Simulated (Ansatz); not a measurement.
CoTeW: input and output

input.yaml (Ansatz 0.2.0)

```yaml
crystal:
  lattice:
    - [5.246568, 0.0, 0.0]
    - [0.0, 5.055246, 0.0]
    - [0.0, 0.0, 8.848881]
  atoms:
    - { symbol: W, position: [0.0, 0.0, 0.5498] }
    - { symbol: W, position: [0.5, 0.5, 0.4502] }
    - { symbol: Te, position: [0.0, 0.0, 0.0127] }
    - { symbol: Te, position: [0.5, 0.5, 0.9873] }
    - { symbol: Co, position: [0.0, 0.5, 0.2725] }
    - { symbol: Co, position: [0.5, 0.0, 0.7275] }
  symmetry: { tolerance: 0.0003 }
kpoints:
  mp_grid: { grid: [7, 7, 4], shift: [0, 0, 0] }
  band_path:
    path:
      - [0.0, 0.0, 0.0]
      - [0.0, 0.5, 0.0]
      - [-0.5, 0.5, 0.0]
      - [-0.5, 0.0, 0.0]
      - [0.0, 0.0, 0.0]
      - [0.0, 0.0, 0.5]
      - [0.0, 0.5, 0.5]
      - [-0.5, 0.5, 0.5]
      - [-0.5, 0.0, 0.5]
      - [0.0, 0.0, 0.5]
      - [0.0, 0.5, 0.0]
    npoints: 6
magnetization:
  spin_polarized: false
scf:
  occupations: { method: gaussian, width: 0.0442 }
  lower_state_search: "off"
  max_iter: 200
hamiltonian:
  pseudopotentials: { kind: paw }
  xc: pbe
basis:
  ecutwfc: 420
  fft_grid_basis: typed
output:
  forces: true
  stress: true
  eigenvalues: true
  bader: true
  populations: true
  elf: true
  write_potential: true
  volumetric_format: npy
  dos:
    e_range: [-12, 8]
    de: 0.05
    projected: { site_lists: { Co: [Co], Te: [Te], W: [W] } }
checkpoint:
  read: saved_state
```

The saved state is an earlier solution for the same cell, perhaps on another mesh. 

Excerpt of what it printed:

```
Pseudopotentials: kind: paw
Pseudopotential: W, paw, valence charge 14, recommended cutoff 420 eV (normal), W.paw.azcp
Pseudopotential: Te, paw, valence charge 16, recommended cutoff 420 eV (normal), Te.paw.azcp
Pseudopotential: Co, paw, valence charge 17, recommended cutoff 420 eV (normal), Co.paw.azcp
Functional definition: PBE
  exchange = pbe_x(kappa = kappa, mu = beta*pi^2/3)
  correlation = pbe_c(beta = beta)
Crystal: 6 atoms, lattice volume = 234.696 Å³
Basis set: ecut = 420 eV, 4593 PW (Γ), exchange–correlation on 72×72×120 points (8 copies of the dense FFT grid, shifted against one another)
Bands: 57, of which v1, the nominal top of the filled ones, is band 47 counted from 1 (46 counted from 0)
Symmetry: 8 space group operations
Space group: Pmmn (ITA 59), of the structure as read, at distance tolerance 1.9e-3 Å
k-points: 48 of 196
Initial density: read from a saved state, or passed on in memory by an earlier SCF of this step, an earlier step, the calling program or the single point that the run made first
Functional: x = pbe(κ = 0.804, μ = 0.2195), c = pbe(β = 0.0667)
SCF iter   1: F=—  Δρ=4.53e-3  dr2=4.70e-2
SCF iter   2: F=—  Δρ=3.52e-3  dr2=8.49e-3
SCF iter   3: F=—  Δρ=6.92e-4  dr2=3.36e-4
SCF iter   4: F=—  Δρ=1.90e-4  dr2=3.00e-5
SCF iter   5: F=—  Δρ=1.17e-4  dr2=1.17e-5
SCF iter   6: F=—  Δρ=5.08e-5  dr2=5.49e-6
SCF iter   7: F=—  Δρ=3.09e-5  dr2=2.46e-6
SCF iter   8: F=—  Δρ=1.06e-5  dr2=3.03e-7
SCF iter   9: F=-44962.8717 eV  Δρ=2.17e-6  dr2=1.42e-8
Free energy (F): -44962.8717 eV
Harris-Foulkes:  -44962.8717 eV  (|F-HF|=8.02e-9)
Internal energy: -44962.8565 eV  (E = F + TS)
E sigma→0 (E₀):  -44962.8641 eV
Entropy (-TS):   -0.0152 eV (-2.527 meV/atom)
Fermi energy:    5.0884 eV
--- Per-component energies (eV) ---
  E_band       = -2179.2648
  E_kinetic    = 2105.5202
  E_local      = -14694.4990  (includes V_loc(G=0)·N_el)
  E_nonlocal   = 317.0599
  E_hartree    = 6571.4807
  E_xc         = -1063.0100
  E_vxc        = -1045.6825  (∫ρ·V_xc dr)
  E_paw        = -29489.9252  (= ΣΔE_a)
  E_vpaw       = -2004.6310  (= ΣTr[D̂ρ^β])
  E_aug_tail   = -0.0004  (compensation charges beyond the density's cutoff)
  E_ewald      = -8709.4828
  E_smearing   = -0.0152  (= −TS)
--- Forces (eV/Å), atoms counted from 1 ---
  atom   1  W      0.0000     0.0000    -0.4075
  atom   2  W      0.0000     0.0000     0.4075
  atom   3  Te     0.0000     0.0000    -0.1039
  atom   4  Te     0.0000     0.0000     0.1039
  atom   5  Co     0.0000     0.0000     1.5271
  atom   6  Co     0.0000     0.0000    -1.5271
--- Stress (GPa, compression-positive) ---
      -21.9642       0.0000       0.0000
        0.0000     -15.2888       0.0000
        0.0000       0.0000     -16.7360
  P = ⅓ Tr σ = -17.9964 GPa (-179.964 kbar)
--- Löwdin populations: 6 sites ---
  site symbol       q [e]
     0      W     13.8018
     1      W     13.8018
     2     Te     16.1813
     3     Te     16.1813
     4     Co     16.7067
     5     Co     16.7067
  spilling = 0.0066 (of n_electrons = 94.0000)
--- Bader charges: 6 sites ---
  site symbol  charge [e]  shift [e]
     0      W      0.1572     0.0000
     1      W      0.1573     0.0000
     2     Te     -0.1847     0.0000
     3     Te     -0.1847     0.0000
     4     Co      0.0275     0.0000
     5     Co      0.0275     0.0000
```

Origin: a known structure type with other elements, at an estimated volume, so it need not be a known compound. Caveats: no spin polarisation, so a magnetic state may lie lower; atoms or cell far from equilibrium.
